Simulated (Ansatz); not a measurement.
A relaxation computed with Ansatz, from input to last step.

```yaml
crystal:
  lattice:
    - [-3.0241679118, 3.0241679118, 5.7419814829]
    - [3.0241679118, -3.0241679118, 5.7419814829]
    - [3.0241679118, 3.0241679118, -5.7419814829]
  atoms:
    - { symbol: Cd, position: [0.25, 0.75, 0.5] }
    - { symbol: Cd, position: [0.5, 0.5, 0.0] }
    - { symbol: Ge, position: [0.0, 0.0, 0.0] }
    - { symbol: Ge, position: [0.75, 0.25, 0.5] }
    - { symbol: As, position: [0.875, 0.3482587038, 0.9732587038] }
    - { symbol: As, position: [0.6517412962, 0.625, 0.5267412962] }
    - { symbol: As, position: [0.375, 0.9017412962, 0.0267412962] }
    - { symbol: As, position: [0.0982587038, 0.125, 0.4732587038] }
basis:
  ecutwfc: 420
kpoints:
  mp_grid: { grid: [8, 8, 8] }
hamiltonian:
  xc: pbe
  dispersion: d3bj
scf:
  occupations: { method: gaussian, width: 0.01 }
output:
  forces: true
  stress: true
  eigenvalues: true
relax:
  adjacent_minimum: "off"
  f_tol: 0.005
  max_steps: 50
  cell: { stress_tol: 0.05 }
```

```bash
ansatz run input.yaml --threads 2 --pin off --max-ram 5120MiB --backend cpu --events-out ev --progress --plain --runs-dir out
```

Computed with DFT PBE+D3(BJ), scalar-relativistic, plane waves, PAW (Ansatz 0.2.0).

Of 5 frames 5 are shown, positions in Å and forces in eV/Å; the SCF threshold varies from step to step. Steps run on the plane waves of an earlier cell, with a Pulay correction in the pressure. The basis is chosen afresh for the last frame, the zero of the energies, and at times for earlier ones too; energy and pressure step there, also at an unchanged geometry.

```xyz
8
Lattice="-3.0242 3.0242 5.7420 3.0242 -3.0242 5.7420 3.0242 3.0242 -5.7420" Properties=species:S:1:pos:R:3:forces:R:3 pbc="T T T" step=1 free_energy_over_end_meV_per_atom=7.50 pressure_GPa=-2.19
Cd    3.0242    0.0000    2.8710    0.0000    0.0000    0.0000
Cd    0.0000    0.0000    5.7420    0.0000    0.0000    0.0000
Ge    0.0000    0.0000    0.0000    0.0000    0.0000    0.0000
Ge    0.0000    3.0242    2.8710    0.0000    0.0000    0.0000
As    1.3503    4.5363    1.4355   -0.0002    0.0000    0.0000
As    1.5121    1.6738    4.3065    0.0000    0.0002    0.0000
As    1.6738   -1.5121    7.1775    0.0002    0.0000    0.0000
As    1.5121    1.3503   -1.4355    0.0000   -0.0002    0.0000
8
Lattice="-2.9771 2.9771 5.6341 2.9771 -2.9771 5.6341 2.9771 2.9771 -5.6341" Properties=species:S:1:pos:R:3:forces:R:3 pbc="T T T" step=2 free_energy_over_end_meV_per_atom=0.86 pressure_GPa=0.53
Cd    2.9771    0.0000    2.8170    0.0000    0.0000    0.0000
Cd    0.0000    0.0000    5.6341    0.0000    0.0000    0.0000
Ge    0.0000    0.0000    0.0000    0.0000    0.0000    0.0000
Ge    0.0000    2.9771    2.8170    0.0000    0.0000    0.0000
As    1.3498    4.4657    1.4085   -0.1672    0.0000    0.0000
As    1.4886    1.6273    4.2255    0.0000    0.1672    0.0000
As    1.6273   -1.4886    7.0426    0.1672    0.0000    0.0000
As    1.4886    1.3498   -1.4085    0.0000   -0.1672    0.0000
8
Lattice="-2.9844 2.9844 5.6622 2.9844 -2.9844 5.6622 2.9844 2.9844 -5.6622" Properties=species:S:1:pos:R:3:forces:R:3 pbc="T T T" step=3 free_energy_over_end_meV_per_atom=-0.19 pressure_GPa=-0.02
Cd    2.9844    0.0000    2.8311    0.0000    0.0000    0.0000
Cd    0.0000    0.0000    5.6622    0.0000    0.0000    0.0000
Ge    0.0000    0.0000    0.0000    0.0000    0.0000    0.0000
Ge    0.0000    2.9844    2.8311    0.0000    0.0000    0.0000
As    1.3337    4.4766    1.4156    0.0194    0.0000    0.0000
As    1.4922    1.6507    4.2467    0.0000   -0.0194    0.0000
As    1.6507   -1.4922    7.0778   -0.0194    0.0000    0.0000
As    1.4922    1.3337   -1.4156    0.0000    0.0194    0.0000
8
Lattice="-2.9857 2.9857 5.6550 2.9857 -2.9857 5.6550 2.9857 2.9857 -5.6550" Properties=species:S:1:pos:R:3:forces:R:3 pbc="T T T" step=4 free_energy_over_end_meV_per_atom=-0.21 pressure_GPa=-0.01
Cd    2.9857    0.0000    2.8275    0.0000    0.0000    0.0000
Cd    0.0000    0.0000    5.6550    0.0000    0.0000    0.0000
Ge    0.0000    0.0000    0.0000    0.0000    0.0000    0.0000
Ge    0.0000    2.9857    2.8275    0.0000    0.0000    0.0000
As    1.3362    4.4786    1.4137   -0.0011    0.0000    0.0000
As    1.4929    1.6495    4.2412    0.0000    0.0011    0.0000
As    1.6495   -1.4929    7.0687    0.0011    0.0000    0.0000
As    1.4929    1.3362   -1.4137    0.0000   -0.0011    0.0000
8
Lattice="-2.9857 2.9857 5.6550 2.9857 -2.9857 5.6550 2.9857 2.9857 -5.6550" Properties=species:S:1:pos:R:3:forces:R:3 pbc="T T T" step=5 free_energy_over_end_meV_per_atom=0.00 pressure_GPa=-0.01
Cd    2.9857    0.0000    2.8275    0.0000    0.0000    0.0000
Cd    0.0000    0.0000    5.6550    0.0000    0.0000    0.0000
Ge    0.0000    0.0000    0.0000    0.0000    0.0000    0.0000
Ge    0.0000    2.9857    2.8275    0.0000    0.0000    0.0000
As    1.3362    4.4786    1.4137   -0.0011    0.0000    0.0000
As    1.4929    1.6495    4.2412    0.0000    0.0011    0.0000
As    1.6495   -1.4929    7.0687    0.0011    0.0000    0.0000
As    1.4929    1.3362   -1.4137    0.0000   -0.0011    0.0000
```

The run took 4.6 min on 2 threads of Arm Neoverse V1, with other jobs on the host, peak memory 0.99 GiB.